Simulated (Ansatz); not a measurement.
LiCl (rock salt) is sheared across one {100} plane: the third cell vector gains the shift, so faults repeat every 7.7 Å. The cut lies between planes 2.58 Å apart; the cell height is held.

```yaml
crystal:
  lattice:
    - [3.64188, 0.00000, 0.00000]
    - [0.00000, 3.64188, 0.00000]
    - [1.82094, 1.82094, 7.72559]
  atoms:
    - { symbol: Cl, position: [0.00000, 0.00000, 0.83333] }
    - { symbol: Cl, position: [0.33333, 0.33333, 0.16667] }
    - { symbol: Cl, position: [0.66667, 0.66667, 0.50000] }
    - { symbol: Li, position: [0.50000, 0.50000, 0.83333] }
    - { symbol: Li, position: [0.83333, 0.83333, 0.16667] }
    - { symbol: Li, position: [0.16667, 0.16667, 0.50000] }
```

In-plane vectors a = (3.642, 0.000) Å, b = (0.000, 3.642) Å, area 13.26 Å². The shift is s times the vector a (length 3.642 Å), so s = 1 restores the start. The shift is rigid: no atom relaxes. γ = [E(shift) − E(0)] / area.

Computed with PBE (plane waves to 420 eV, PAW, scalar-relativistic; Ansatz, an electronic-structure program). k mesh 8×8×8 (Γ-centred), Fermi-Dirac smearing 0.05 eV. E is the zero-smearing estimate. Faults lie only 7.7 Å apart, and holding the cell height and the atoms raises γ above its relaxed value. LiCl was relaxed with its symmetry unable to fall. γ is measured from zero shift.

```
s      γ (mJ/m²)
-----  ---------
0.000          0
0.083         39
0.167        152
0.250        317
0.333        498
0.417   withheld
0.500        695
0.583   withheld
0.667        498
0.750        317
0.833        152
0.917         39
```

Fit a Fourier form (three harmonics of 1 − cos and sin) to the given rows and predict γ at s = 0.583.

Least squares on the 10 given rows: γ = (347.1)·[1 − cos(2πs)] + (-15.2)·[1 − cos(4πs)], in mJ/m²; root-mean-square residual 0.6 mJ/m². At 0.583 the fit gives 640 mJ/m²; the calculation gives 640 mJ/m², the same to the digits shown. 

(The slope of γ gives the shear force per area between the displaced halves; near zero shift its curvature is an elastic stiffness.)
